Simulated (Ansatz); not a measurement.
OsCl4:
```
OsCl4
1.0
    3.99050    -4.01927     0.00000
    3.99050     4.01927     0.00000
    0.00000     0.00000     3.52812
Cl Os
4 1
Direct
  0.80510   0.19490   0.50000
  0.19490   0.80510   0.50000
  0.28385   0.28385   0.00000
  0.71615   0.71615   0.00000
  0.00000   0.00000   0.00000
```

Relaxed with r²SCAN+D4.

**Question.** Tabulate the valence density and the electron localisation function along the shortest Os–Os contact (3.53 Å), DFT-r²SCAN+D4 in the program Ansatz with PAW potentials.

**Answer.** 

```
distance from Os (Å)  density (e/Å³)   ELF
--------------------  --------------  ----
0.35                            7.66  0.64
0.53                            5.92  0.76
0.71                            3.34  0.74
0.88                            1.43  0.57
1.06                            0.66  0.37
1.23                            0.37  0.23
1.41                            0.25  0.15
1.59                            0.19  0.10
1.76                            0.18  0.08
1.94                            0.19  0.10
2.12                            0.25  0.15
2.29                            0.37  0.23
2.47                            0.66  0.37
2.65                            1.43  0.57
2.82                            3.34  0.74
3.00                            5.92  0.76
3.18                            7.66  0.64
```

The density is the valence pseudo-density with augmentation charge, so density and ELF within about 1 Å of a nucleus are not all-electron values.

Space group Cmmm. The workflow started from an entry of the Crystallography Open Database (COD). Its standing as an ambient phase is unchecked. The cell was relaxed with r²SCAN+D4 under the symmetry of its start; whether a distortion lowers the energy is not shown. The run is not spin-polarised. Scalar-relativistic: spin–orbit coupling is off unless named, which matters more the heavier the elements.

Potentials: the later of the program's two PAW sets.
